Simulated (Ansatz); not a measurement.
In the program Ansatz at the r²SCAN level (PAW), Si₃N₄ in the hexagonal phase (P6_3/m; Si on 6h, N on 6h, N on 2c) relaxes to a = 7.606 Å, c = 2.906 Å. Si has 4 nearest neighbours from 1.73 Å (tetrahedral); N on 6h has 3 nearest neighbours from 1.73 Å (trigonal planar); N on 2c has 3 nearest neighbours from 1.73 Å (trigonal planar). Against the elements it lies at -1.27 eV/atom, with no fitted shifts.

It is gapped at this level: 4.99 eV (indirect). The valence maximum lies on the Γ–A line, 33 % of the way from Γ and the conduction minimum at Γ. The screened hybrid HSE06 puts the gap at 5.77 eV. Electrons at the band edge weigh 0.22, 1.4, 1.4 mₑ (principal values). The hole mass is 0.83, 0.83, 1.7 mₑ (principal values).

An equation-of-state fit gives a bulk modulus of 254 GPa. Bader charges are Si +3.21, N -2.41 to -2.40 e.

The cell was relaxed with r²SCAN under the symmetry of its start. The references are the lowest solids computed at this level, not always the standard phases (solids in place of the gases).

Potentials: the later of the program's two PAW sets.
